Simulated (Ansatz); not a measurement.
## TaSi2: from a starting cell to a relaxed one

The start is a relaxed TaSi2 cell, doubled along one cell vector, shaken by Gaussian noise of σ = 0.08 Å a coordinate. A full variable-cell relaxation at zero pressure is run with r2SCAN (plane waves to 500 eV, PAW, scalar-relativistic; Ansatz, an electronic-structure program). First-step values are on the input's coarse k-mesh.

Ansatz input (later rounds restart from its end on a renewed k-mesh):
Ansatz 0.2 input:
```yaml
crystal:
  lattice:
    - [7.0265792538, 0, 0]
    - [0, 3.5132896269, 0]
    - [0, 0, 4.6416694687]
  atoms:
    - { symbol: Si, position: [0.0001169993, 0.0387465228, 0.5196271241] }
    - { symbol: Si, position: [0.48277345, -0.0060951003, 0.5040723842] }
    - { symbol: Si, position: [0.0177900564, 0.01331808, 0.0253974103] }
    - { symbol: Si, position: [0.4976936106, -0.0190594492, 0.0098854275] }
    - { symbol: Ta, position: [0.2634061183, 0.5418130817, 0.0096760311] }
    - { symbol: Ta, position: [0.7519259557, 0.4852164016, -0.0076559509] }
basis: { ecutwfc: 500, ecutrho_ratio: 4, xc_grid: 4, fft_grid_basis: typed }
kpoints: { mp_grid: { grid: [4, 7, 5] } }
hamiltonian:
  xc: r2scan
  dispersion: none
  pseudopotentials: { kind: paw }
scf: { occupations: { method: fermi_dirac, width: 0.05 } }
relax: { f_tol: 0.01, max_steps: 100, cell: { stress_tol: 0.02 } }
output: { forces: true, stress: true }
```

```json
{
 "largest_initial_force": "about 3.5 eV/Å, on Si4 (atoms numbered as listed)",
 "energy_released": "1.00 eV/atom",
 "relative_to_the_parent": "It does not go back: it reaches Pmmm (No. 47), 0.94 eV/atom below the parent",
 "Shortest distances (start → end)": "The closest pairs of elements (up to four, under 3.6 Å), start → end: Si–Ta 2.26 → 2.69 Å; Si–Si 2.30 → 2.33 Å; Ta–Ta 3.44 → 2.77 Å",
 "band_gap_at_the_end": "zero (metallic)",
 "optimiser_moves": "37"
}
```

Final values are on a 17×14×8 k-mesh of the relaxed cell. No spin polarisation in the result. The relaxed primitive cell holds an odd number of electrons. A magnetic state may lie lower.

The relaxed structure here is a generated cell of TaSi2: the first start was made by a random draw of sites in a space group, and the end was not matched to a known phase here, so it may be hypothetical. Known forms of TaSi2 include space group No. 181.
